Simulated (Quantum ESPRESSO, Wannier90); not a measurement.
SnAs (rock salt): Wannier90 run

Cell from Materials Project (mp-2182), symmetrised, no further relaxation. COD (Crystallography Open Database) has an entry of this formula and space group (matched by these alone). Method: LDA plane waves in Quantum ESPRESSO 7.5 (PseudoDojo norm-conserving files, 64 Ry, no spin polarisation, no spin-orbit coupling), Bloch states on a 10×10×10 mesh through Γ, Wannier90 4.0.1. Density: 10×10×10 mesh, cold smearing 0.01 Ry. Spin-orbit coupling is left out although heavy elements are present.

```
begin unit_cell_cart
ang
    0.0000000000    2.8768700000    2.8768700000
    2.8768700000    0.0000000000    2.8768700000
    2.8768700000    2.8768700000    0.0000000000
end unit_cell_cart
mp_grid = 10 10 10
```

Question: Which shells of neighbouring k-points and which b-vectors and weights does Wannier90 pick for this cell and mesh?

Answer: 
```
 *---------------------------------- K-MESH ----------------------------------*
 +----------------------------------------------------------------------------+
 |                    Distance to Nearest-Neighbour Shells                    |
 |                    ------------------------------------                    |
 |          Shell             Distance (Ang^-1)          Multiplicity         |
 |          -----             -----------------          ------------         |
 |             1                   0.189143                      8            |
 |             2                   0.218404                      6            |
 |             3                   0.308869                     12            |
 |             4                   0.362181                     24            |
 |             5                   0.378286                      8            |
 |             6                   0.436807                      6            |
 |             7                   0.475999                     24            |
 |             8                   0.488365                     24            |
       ... (lines left out)
 +----------------------------------------------------------------------------+
 | The b-vectors are chosen automatically                                     |
 | The following shells are used:                       1                     |
 +----------------------------------------------------------------------------+
 |                        Shell   # Nearest-Neighbours                        |
 |                        -----   --------------------                        |
 |                          1               8                                 |
 +----------------------------------------------------------------------------+
 | Completeness relation is fully satisfied [Eq. (B1), PRB 56, 12847 (1997)]  |
 +----------------------------------------------------------------------------+
 |                  b_k Vectors (Ang^-1) and Weights (Ang^2)                  |
 |                  ----------------------------------------                  |
 |            No.         b_k(x)      b_k(y)      b_k(z)        w_b           |
 |            ---        --------------------------------     --------        |
 |             1         0.109202    0.109202   -0.109202    10.482159        |
 |             2         0.109202   -0.109202    0.109202    10.482159        |
 |             3        -0.109202    0.109202    0.109202    10.482159        |
 |             4         0.109202    0.109202    0.109202    10.482159        |
 |             5        -0.109202   -0.109202    0.109202    10.482159        |
 |             6        -0.109202    0.109202   -0.109202    10.482159        |
 |             7         0.109202   -0.109202   -0.109202    10.482159        |
 |             8        -0.109202   -0.109202   -0.109202    10.482159        |
```
